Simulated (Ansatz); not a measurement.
**23Na NMR of the central transition in NaCaGaSi2O7**

Cell: a Materials Project structure (computed, not necessarily an observed phase), taken as it stands.

Space group P2_1 (No. 4); a = 5.1126, b = 7.7953, c = 7.8177 Å, β = 91.58°.

| site | Wyckoff | site symmetry | x | y | z |
| --- | --- | --- | --- | --- | --- |
| Na | 2a | 1 | 0.5087 | 0.6637 | 0.9207 |
| Ca | 2a | 1 | 0.5169 | 0.3406 | 0.5984 |
| Ga | 2a | 1 | 0.9978 | 0.5001 | 0.2486 |
| Si7 | 2a | 1 | 0.9492 | 0.8593 | 0.1143 |
| Si9 | 2a | 1 | 0.9488 | 0.1409 | 0.3958 |
| O11 | 2a | 1 | 0.2607 | 0.8511 | 0.1288 |
| O13 | 2a | 1 | 0.2613 | 0.1406 | 0.4152 |
| O15 | 2a | 1 | 0.2096 | 0.5816 | 0.4297 |
| O17 | 2a | 1 | 0.1849 | 0.4096 | 0.0730 |
| O19 | 2a | 1 | 0.7936 | 0.6828 | 0.1750 |
| O21 | 2a | 1 | 0.8062 | 0.3256 | 0.3474 |
| O23 | 2a | 1 | 0.1755 | 0.5042 | 0.7499 |

One atom of each set is listed.

The numbers come from a DFT calculation in Ansatz (PBE, plane waves and PAW, scalar-relativistic, 420 eV cutoff, Γ-centred 4×3×3 k-points, Fermi–Dirac smearing 0.02 eV).

23Na has I = 3/2 and Q = 104.0 mb (Pyykkö 2018); at 23.5 T its Larmor frequency is ν₀ = 264.8 MHz. Only the quadrupole interaction is simulated: positions count from each site's isotropic chemical shift, and J coupling is left out, as are shift anisotropy and dipolar coupling, which fast spinning averages.

(1) Simulate the second-order pattern (fast magic-angle spinning, Gaussian broadening 0.01 kHz) of site Na (8 O at 2.44–2.91 Å).

Answers

(1) The calculation gives C_Q = -1.69 MHz and η = 0.10, so ν_Q = 0.846 MHz and the centre of gravity lies at -1.02 ppm (-0.271 kHz).

| offset (kHz) | height |
| --- | --- |
| -0.7058 | 0 |
| -0.6844 | 1 |
| -0.6629 | 6 |
| -0.6415 | 6 |
| -0.6201 | 6 |
| -0.5986 | 7 |
| -0.5772 | 7 |
| -0.5558 | 7 |
| -0.5343 | 7 |
| -0.5129 | 7 |
| -0.4915 | 8 |
| -0.4700 | 8 |
| -0.4486 | 18 |
| -0.4271 | 65 |
| -0.4057 | 94 |
| -0.3843 | 65 |
| -0.3628 | 54 |
| -0.3414 | 49 |
| -0.3200 | 46 |
| -0.2985 | 45 |
| -0.2771 | 45 |
| -0.2557 | 45 |
| -0.2342 | 46 |
| -0.2128 | 49 |
| -0.1914 | 52 |
| -0.1699 | 58 |
| -0.1485 | 68 |
| -0.1271 | 100 |
| -0.1056 | 99 |
| -0.0842 | 58 |
| -0.0628 | 1 |
| -0.0413 | 0 |
